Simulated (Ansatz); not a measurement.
Na₂PdC₂:
```yaml
crystal:
  lattice:
    - [4.45266, 0.00000, 0.00000]
    - [-2.22633, 3.85612, 0.00000]
    - [0.00000, 0.00000, 5.21586]
  atoms:
    - { symbol: Na, position: [0.33333, 0.66667, 0.71976] }
    - { symbol: Na, position: [0.66667, 0.33333, 0.28024] }
    - { symbol: Pd, position: [0.00000, 0.00000, 0.00000] }
    - { symbol: C, position: [0.00000, 0.00000, 0.62148] }
    - { symbol: C, position: [0.00000, 0.00000, 0.37852] }
```

DFT-PBEsol in the program Ansatz with PAW potentials gives a gap of 0.72 eV without spin–orbit coupling, maximum at A, minimum at L.

Task: What happens when spin–orbit coupling is switched on?

Result: The gap shrinks by 0.07 eV, to 0.65 eV; maximum at A, minimum at L.

Task: Give the electron effective mass with spin–orbit coupling.

Result: 0.13, 0.19, 0.75 mₑ (principal values).

Space group P-3m1. The first step of the workflow began from a Materials Project structure, measured or hypothetical; the Crystallography Open Database copy checked does not list it. Whether it is the stable phase at ambient conditions was not checked. The PBEsol relaxation kept the symmetry of its start; whether a distortion lowers the energy is not shown. The run is not spin-polarised.

Potentials: the later of the program's two PAW sets.
